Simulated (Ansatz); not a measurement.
**ZnS with Te replacing S: do the settings matter for the field gradients?**

Cell: a supercell of ZnS (zinc blende type, F-43m) built from a COD entry (the entry's cell lengths or inner coordinates differ somewhat from later room-temperature determinations), with all atoms left at the host's positions.

Space group F-43m (No. 216); a = 16.2120 Å.

| site | Wyckoff | site symmetry | x | y | z |
| --- | --- | --- | --- | --- | --- |
| Zn1 | 16e | .3m | 0.0833 | 0.9167 | 0.0833 |
| Zn2 | 24g | 2.mm | 0.2500 | 0.9167 | 0.2500 |
| Zn6 | 48h | ..m | 0.5833 | 0.7500 | 0.4167 |
| Zn14 | 16e | .3m | 0.4167 | 0.5833 | 0.4167 |
| Zn27 | 4c | -43m | 0.7500 | 0.2500 | 0.7500 |
| Te | 4a | -43m | 0.0000 | 0.0000 | 0.0000 |
| S29 | 48h | ..m | 0.1667 | 0.0000 | 0.1667 |
| S32 | 16e | .3m | 0.3333 | 0.8333 | 0.1667 |
| S36 | 16e | .3m | 0.6667 | 0.6667 | 0.3333 |
| S42 | 24f | 2.mm | 0.5000 | 0.6667 | 0.5000 |

One atom of each set is listed; the run and its k-mesh use a cell of 54 atoms with edges of 11.46, 11.46, 11.46 Å.

Reference run. Method: Kohn–Sham DFT in Ansatz, PBE, plane waves and PAW, scalar-relativistic, 420 eV cutoff, Γ-centred 2×2×2 k-points, Fermi–Dirac smearing 0.01 eV.

Q: The input is changed as follows: `basis.ecutrho_ratio`: not typed → 4; `hamiltonian.pseudopotentials`: {kind: paw} → {kind: paw, source: jth}; `kpoints.mp_grid.shift`: not typed → [0.5, 0.5, 0.5]. What happens to V_zz (10²¹ V/m²) and η?

A: 

```tsv
site	V_zz reference	η reference	V_zz changed	η changed
Zn1	-2.72	0.00	-2.69	0.00
Zn3	-2.72	0.00	-2.76	0.01
Te	0.00	–	0.46	0.00
S29	-0.42	0.04	-0.32	0.19
S30	-0.42	0.04	-0.31	0.16
S33	-0.42	0.04	-0.45	0.31
S32	0.011	0.00	0.093	0.14
S41	0.011	0.00	0.10	0.00
S36	-0.011	0.00	0.10	0.12
S54	-0.011	0.00	0.086	0.00
S42	-0.017	0.42	0.091	0.02
S45	-0.017	0.42	0.10	0.26
```

The largest change of V_zz along a kept axis is on Te, from 0.00 to 0.46. In per cent, |V_zz| changes by -1 to +2 on Zn (all sites that start above 0.5). Where |V_zz| stays above 0.1 and the axes keep their order, η moves most on S33, from 0.04 to 0.31. On S45, S36, S32, Zn5, Zn6, Zn15 (not all in the table) the largest principal value lies along another axis in the second run, so the two V_zz can't be compared directly. The table leaves out 7 of the 19 sites, with |V_zz| up to 0.10; their tensors move by 0.04 at most along any direction. The statements above cover all sites. The cutoff that the program takes moves with it, from 420 to 1080 eV. The changed run reads another set of PAW files, with 486 valence electrons a neutral cell instead of 496. Symmetry makes η zero on Zn3, S32, S36; the changed mesh lacks the crystal's symmetry, and the η that it gives there is an artefact. SCF iterations: 9 and 11. New warnings: cutoff below recommended, gemm arenas ram narrowed, radial quadrature taken, slots ram shed, symmetry narrowed by mesh. In the changed run the cutoff of 1080 eV lies below the one recommended for these PAW files, so its values aren't converged ones.

On the reference run: The defect repeats with the cell of 54 atoms, so it feels its images: sites between two images don't show the values beside a lone defect, and zeros or small values of η there can come from the images' arrangement. Without spin–orbit coupling the gradients at and beside Te can be off by some per cent, at some sites by more. The neighbours have not yet relaxed around the defect (largest force 2.4 eV/Å), so a real crystal will differ.
